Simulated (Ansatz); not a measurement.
TiNi:
```yaml
crystal:
  lattice:
    - [2.93825, 0.00000, 0.00000]
    - [0.00000, 2.93825, 0.00000]
    - [0.00000, 0.00000, 2.93825]
  atoms:
    - { symbol: Ti, position: [0.50000, 0.50000, 0.50000] }
    - { symbol: Ni, position: [0.00000, 0.00000, 0.00000] }
```

Relaxed with LDA. Special points in fractions of this cell's reciprocal vectors: Γ (0.000, 0.000, 0.000); X (0.000, 0.500, 0.000); M (0.500, 0.500, 0.000); R (0.500, 0.500, 0.500).

List the band energies nearest the Fermi level at these points for LDA in the plane-wave PAW code Ansatz.

In eV from the Fermi level; about four levels below and three above (degenerate sets whole), none deeper than 8.9 eV; points with the same levels are listed once.

```csv
k,below,above
Γ,-4.18 -4.18 -2.12 -2.12 -2.12,0.48 0.48 2.79 2.79 2.79
X,-2.23 -2.23 -1.79 -0.84 -0.59,0.65 0.65 2.38
M,-2.96 -2.96 -1.35 -0.77,0.60 0.60 0.98
R,-2.31 -2.31 -2.31 -1.32 -1.32,3.34 3.34 6.42
```

Space group Pm-3m (CsCl type). The first step of the workflow began from a Materials Project structure, measured or hypothetical; the Crystallography Open Database copy checked does not list it. COD files the formula under space group No. 11, 147, so this cell is another polymorph or a model. With Ti and Ni taken as one species the cell has the higher symmetry Im-3m, so it may be an ordered model of a mixed-site phase. Its standing as an ambient phase is unchecked. The LDA relaxation kept the symmetry of its start; of distortions, only those at the zone centre were tested. No spin polarisation was allowed.

Potentials: the later of the program's two PAW sets.
